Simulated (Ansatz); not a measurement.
Calculated coordination and K-39 quadrupole coupling for K3YV2O8

Cell: a refined structure from the COD, its atoms then relaxed with PBE in this cell.

Space group P-3m1 (No. 164); a = 5.8889, c = 7.6295 Å, γ = 120.00°.

```csv
site,Wyckoff,site symmetry,x,y,z
K1,2d,3m.,0.6667,0.3333,0.3127
K3,1a,-3m.,0.0000,0.0000,0.0000
Y,1b,-3m.,0.0000,0.0000,0.5000
V,2d,3m.,0.6667,0.3333,0.7608
O7,2d,3m.,0.6667,0.3333,0.9779
O9,6i,.m.,0.3474,0.1737,0.6797
```

One atom of each set is listed.

Method: Kohn–Sham DFT in Ansatz, PBE, plane waves and PAW (field gradients read without the response of the frozen cores, which leaves them typically 4 to 6 % off), scalar-relativistic, 550 eV cutoff, Γ-centred 5×5×3 k-points, Fermi–Dirac smearing 0.02 eV.

Q(K-39) = 60.30 mb.

Q: Order the K environments from the weakest to the strongest quadrupole coupling.
A. K1: 1 O at 2.55 Å; also 9 O at 2.95–3.24 Å
B. K3: 12 O at 3.02–3.40 Å

A: A (0.677 MHz, η = 0.00), B (1.96 MHz, η = 0.00).

An axis of threefold or higher order runs through K1 and K3, so V_zz lies along it and η is zero. Like point charges on the first shell alone (each adding as 1/d³) would put K1 above K3: the covalent part of each bond and the atoms beyond the first shell count as well.
